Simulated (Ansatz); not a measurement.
The start is a generated cell, CsPbCl3 placed in the AFLOW prototype AB3C_hR10_148_c_f_c (as in TiFeO3). Cell shape, volume and atoms are optimised at zero target pressure with PBEsol (plane waves to 420 eV, PAW, scalar-relativistic; Ansatz, a quantum-chemistry and plane-wave program). First-step values are on the input's coarse k-mesh.

Ansatz input (later rounds restart from its end on a renewed k-mesh):
Ansatz 0.2 input:
```yaml
crystal:
  lattice:
    - [3.8993159, 2.2512711, 7.1959508]
    - [-3.8993159, 2.2512711, 7.1959508]
    - [0, -4.5025422, 7.1959508]
  atoms:
    - { symbol: Pb, position: [0.35537, 0.35537, 0.35537] }
    - { symbol: Pb, position: [0.64463, 0.64463, 0.64463] }
    - { symbol: Cl, position: [0.22174, 0.56249, 0.95095] }
    - { symbol: Cl, position: [0.95095, 0.22174, 0.56249] }
    - { symbol: Cl, position: [0.56249, 0.95095, 0.22174] }
    - { symbol: Cl, position: [0.77826, 0.43751, 0.04905] }
    - { symbol: Cl, position: [0.04905, 0.77826, 0.43751] }
    - { symbol: Cl, position: [0.43751, 0.04905, 0.77826] }
    - { symbol: Cs, position: [0.1464, 0.1464, 0.1464] }
    - { symbol: Cs, position: [0.8536, 0.8536, 0.8536] }
basis: { ecutwfc: 420, ecutrho_ratio: 4, xc_grid: 2, fft_grid_basis: typed }
kpoints: { mp_grid: { grid: [4, 4, 4] } }
hamiltonian:
  xc: pbesol
  dispersion: none
  pseudopotentials: { azcp: { folder: ./paw }, kind: paw }
scf: { occupations: { method: fermi_dirac, width: 0.05 } }
relax: { f_tol: 0.01, max_steps: 100, cell: { stress_tol: 0.02 } }
output: { forces: true, stress: true }
```

Problem. Which atoms feel the largest initial force, and how large is it?

Solution. 2.40 eV/Å, on Cl3, Cl4, Cl5, Cl6, Cl7, Cl8 (atoms numbered as listed).

Problem. How much energy is released per atom?

Solution. 0.41 eV/atom.

Problem. How do the shortest distances between atoms change?

Solution. The closest pairs of elements (up to four, under 3.6 Å), start → end: Cl–Pb 3.18 → 2.85 Å; Cl–Cs 2.87 → 3.37 Å.

Problem. What band gap does the relaxed structure have at this level?

Solution. 3.65 eV, indirect (valence top at Γ, conduction bottom at T) (no spin-orbit coupling).

Problem. Give the final cell and atomic positions.

Solution. 
Space group R-3, hexagonal axes (No. 148); a = b = 7.7122 Å, c = 22.1300 Å, α = β = 90.00°, γ = 120.00°

```tsv
atom	site	symmetry	x	y	z
Pb	6c	3.	0.0000	0.0000	0.3393
Cl	18f	1	0.4114	0.0228	0.0751
Cs	6c	3.	0.0000	0.0000	0.1363
```
(The calculation used a cell of 10 atoms; values per cell refer to that cell.)

The space group stays R-3 (No. 148) (the run could not lower it); the end is AFLOW prototype AB3C_hR10_148_c_f_c (as in TiFeO3), with 10 atoms in the primitive cell. Final values are on a 5×5×5 k-mesh of the relaxed cell. No spin polarisation in the result.

The run could not lose the symmetry of its start: the end is stationary, and may be a saddle point rather than a minimum.

The relaxed structure here is a generated cell of CsPbCl3: the first start was made by placing the elements on the sites of a structure type, and the end was not matched to a known phase here, so it may be hypothetical. Known forms of CsPbCl3 include space group No. 221.
